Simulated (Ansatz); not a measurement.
BN:
Space group P6₃mc (No. 186); a = b = 2.5480 Å, c = 8.3753 Å, α = β = 90.00°, γ = 120.00°

```tsv
atom	site	symmetry	x	y	z
B	2a	3m.	0.0000	0.0000	0.4998
B	2b	3m.	0.3333	0.6667	0.2505
N	2a	3m.	0.0000	0.0000	0.3132
N	2b	3m.	0.3333	0.6667	0.0622
```

Relaxed with r²SCAN. DFT-r²SCAN in the program Ansatz with PAW potentials gives a gap of 6.08 eV.

Q: What gap does HSE06 give on the same cell (Ansatz, PAW)?

A: 6.91 eV, 0.83 eV more. The hybrid was solved on a coarser mesh and at special points; its gap is the smallest among all of these.

| k | v1 r²SCAN | c1 r²SCAN | v1 HSE06 | c1 HSE06 |
|---|---|---|---|---|
| Γ | 0.00 | 9.35 | ? | ? |
| A | -0.39 | 9.84 | ? | ? |
| K | -3.08 | 8.26 | -3.21 | 9.09 |
| H | -3.94 | 7.43 | ? | ? |
| M | -2.11 | 6.08 | -2.20 | 6.91 |
| L | -2.70 | 6.60 | ? | ? |

Q: Top valence (v1) and lowest conduction level (c1) in eV from each method's valence maximum (which need not be a listed point): supply the withheld HSE06 values.

A: 
- Γ, v1 HSE06: 0.00
- Γ, c1 HSE06: 10.35
- A, v1 HSE06: -0.40
- A, c1 HSE06: 10.85
- H, v1 HSE06: -4.11
- H, c1 HSE06: 8.26
- L, v1 HSE06: -2.81
- L, c1 HSE06: 7.43

Cost on shared cores: the r²SCAN run (SCF on a 12×12×4 mesh, then bands and DOS) about 40 core-seconds (a rough figure), the HSE06 run (SCF on 7×7×2, then a few points) around 50 core-seconds (rough); the tasks are unlike.

Space group P6_3mc. The cell is a constructed one: a structure type filled with these elements. Its sites differ from those of the usual phase in this space group: another stacking or structure type. The cell was relaxed with r²SCAN under the symmetry of its start; phonons on a q-mesh show no instability.

Potentials: the later of the program's two PAW sets.
